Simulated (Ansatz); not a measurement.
**Two inputs for ZnS with Cu replacing Zn**

This input was run with Ansatz:

```yaml
crystal:
  lattice:
    - [5.73405, 3.310555311, 0.0]
    - [-5.73405, 3.310555311, 0.0]
    - [0.0, 0.0, 12.52]
  atoms:
    - { symbol: Zn, position: [0.0, 0.0, 0.0] }
    - { symbol: Zn, position: [0.3333333333, 0.6666666667, 0.0] }
    - { symbol: Zn, position: [0.6666666667, 0.3333333333, 0.0] }
    - { symbol: Zn, position: [0.0, 0.0, 0.5] }
    - { symbol: Zn, position: [0.3333333333, 0.6666666667, 0.5] }
    - { symbol: Zn, position: [0.6666666667, 0.3333333333, 0.5] }
    - { symbol: Cu, position: [0.3333333333, 0.3333333334, 0.25] }
    - { symbol: Zn, position: [0.6666666667, 0.0, 0.25] }
    - { symbol: Zn, position: [0.0, 0.6666666667, 0.25] }
    - { symbol: Zn, position: [0.3333333333, 1.0, 0.75] }
    - { symbol: Zn, position: [0.6666666667, 0.6666666666, 0.75] }
    - { symbol: Zn, position: [0.0, 0.3333333333, 0.75] }
    - { symbol: S, position: [0.0, 0.0, 0.1875] }
    - { symbol: S, position: [0.3333333333, 0.6666666667, 0.1875] }
    - { symbol: S, position: [0.6666666667, 0.3333333333, 0.1875] }
    - { symbol: S, position: [0.0, 0.0, 0.6875] }
    - { symbol: S, position: [0.3333333333, 0.6666666667, 0.6875] }
    - { symbol: S, position: [0.6666666667, 0.3333333333, 0.6875] }
    - { symbol: S, position: [0.3333333333, 0.3333333334, 0.4375] }
    - { symbol: S, position: [0.6666666667, 0.0, 0.4375] }
    - { symbol: S, position: [0.0, 0.6666666667, 0.4375] }
    - { symbol: S, position: [0.3333333333, 1.0, 0.9375] }
    - { symbol: S, position: [0.6666666667, 0.6666666666, 0.9375] }
    - { symbol: S, position: [0.0, 0.3333333333, 0.9375] }
total_charge: 0
kpoints:
  mp_grid: { grid: [3, 3, 2] }
scf:
  occupations: { method: fermi_dirac, width: 0.01 }
hamiltonian:
  xc: pbe
  pseudopotentials: { kind: paw }
  hubbard: { sites: [{ species: Cu, l: d, u_eff: 8.0 }], double_counting: fll }
output:
  forces: true
  stress: true
  populations: true
  efg:
    quadrupole_moments_barn: { Zn: 0.122, Cu: -0.22, S: -0.0694 }
    contact_densities: true
```

It converged. Of its output the block on the nuclei alone is shown, without the SCF iterations, energies, forces and stress (one atom of each set):

```
--- PAW observables at the nuclei: V_zz in 10²¹ V/m², potentials from the cell's mean, atoms counted from 1 ---
  atom   1  Zn V_zz =    -0.238970   η = 0.2238   by run symmetry: allowed   C_q = -0.7049 MHz
            electrostatic potential = -3941.362754 V   contact ρ = 166603.879531 e/Å³
  atom   4  Zn V_zz =    -0.718276   η = 0.9590   by run symmetry: allowed   C_q = -2.1189 MHz
            electrostatic potential = -3941.434937 V   contact ρ = 166603.992038 e/Å³
  atom   7  Cu V_zz =    -0.543682   η = 0.0000   by run symmetry: allowed   C_q = +2.8922 MHz
            electrostatic potential = -3755.412377 V   contact ρ = 147544.531246 e/Å³
  atom   8  Zn V_zz =    -0.056935   η = 0.0000   by run symmetry: allowed   C_q = -0.1680 MHz
            electrostatic potential = -3941.444362 V   contact ρ = 166604.785633 e/Å³
  atom  10  Zn V_zz =    +0.165425   η = 0.2556   by run symmetry: allowed   C_q = +0.4880 MHz
            electrostatic potential = -3941.300109 V   contact ρ = 166603.900345 e/Å³
  atom  13  S  V_zz =    -1.834476   η = 0.5650   by run symmetry: allowed   C_q = +3.0784 MHz
            electrostatic potential = -1632.828401 V   contact ρ = 19766.442095 e/Å³
  atom  16  S  V_zz =    +0.683960   η = 0.0239   by run symmetry: allowed   C_q = -1.1477 MHz
            electrostatic potential = -1632.742095 V   contact ρ = 19765.298806 e/Å³
  atom  19  S  V_zz =    -1.242741   η = 0.0000   by run symmetry: allowed   C_q = +2.0854 MHz
            electrostatic potential = -1632.997737 V   contact ρ = 19765.842302 e/Å³
  atom  20  S  V_zz =    +0.446230   η = 0.0000   by run symmetry: allowed   C_q = -0.7488 MHz
            electrostatic potential = -1632.840517 V   contact ρ = 19765.364649 e/Å³
  atom  22  S  V_zz =    +0.848046   η = 0.0627   by run symmetry: allowed   C_q = -1.4231 MHz
            electrostatic potential = -1632.743651 V   contact ρ = 19765.406829 e/Å³
```

Q: Can these gradients be trusted, and how do they compare with a run on standard settings?

A: Only as results of these settings. Against the standard input the change is `hamiltonian.hubbard`: not typed → {sites: [{species: Cu, l: d, u_eff: 8.0}], double_counting: fll}; `total_charge`: -1 → 0. A site carries the number of its first atom; V_zz in 10²¹ V/m².

```json
{"site": "Zn1", "atom": "1", "V_zz standard": "-1.26", "η standard": "0.16", "V_zz here": "-0.24", "η here": "0.22"}
{"site": "Zn4", "atom": "4", "V_zz standard": "-1.14", "η standard": "0.88", "V_zz here": "-0.72", "η here": "0.96"}
{"site": "Cu", "atom": "7", "V_zz standard": "0.98", "η standard": "0.00", "V_zz here": "-0.54", "η here": "0.00"}
{"site": "Zn8", "atom": "8", "V_zz standard": "1.49", "η standard": "0.00", "V_zz here": "-0.057", "η here": "0.00"}
{"site": "Zn10", "atom": "10", "V_zz standard": "-0.47", "η standard": "0.23", "V_zz here": "0.17", "η here": "0.26"}
{"site": "S13", "atom": "13", "V_zz standard": "-3.55", "η standard": "0.80", "V_zz here": "-1.83", "η here": "0.56"}
{"site": "S16", "atom": "16", "V_zz standard": "-0.87", "η standard": "0.00", "V_zz here": "0.68", "η here": "0.02"}
{"site": "S19", "atom": "19", "V_zz standard": "-3.33", "η standard": "0.00", "V_zz here": "-1.24", "η here": "0.00"}
{"site": "S20", "atom": "20", "V_zz standard": "-0.46", "η standard": "0.00", "V_zz here": "0.45", "η here": "0.00"}
{"site": "S22", "atom": "22", "V_zz standard": "0.49", "η standard": "0.43", "V_zz here": "0.85", "η here": "0.06"}
```

The largest change of V_zz is on S19, from -3.33 to -1.24. In per cent, |V_zz| changes by -63 to -48 on S (all sites that start above 2). Where |V_zz| stays above 0.1 and the axes keep their order, η moves most on S22, from 0.43 to 0.06. On S13, Zn10 V_xx and V_yy change places (or their axes turn by over 50°), so the two values of η hide a larger change. V_zz changes sign on Zn8 (same axis), Cu (same axis), S16 (same axis), Zn10 (same axis), S20 (same axis). The changed cell is neutral, so it isn't the same charge state. It has an odd number of electrons and no spin polarisation, so the extra carrier is shared by both spins and spread out, where a real one carries spin and can localise. The gap no longer holds the Fermi energy in the changed run, so its gradients also hang on the k-mesh and the smearing. SCF iterations: 11 and 19. New warnings: filled band counts differ across k points.

On the reference run: The defect repeats with the cell of 24 atoms, so it feels its images: sites between two images don't show the values beside a lone defect, and zeros or small values of η there can come from the images' arrangement. S and Zn carry a gradient in the pure host already, so the values there aren't the defect's effect alone. A uniform background compensates the cell's charge. With a gap of 0.8 eV on this mesh, small gradients can still move by 0.1 × 10²¹ V/m² or more as the k-mesh gets denser. The neighbours have not yet relaxed around the defect (largest force 0.56 eV/Å), so a real crystal will differ.
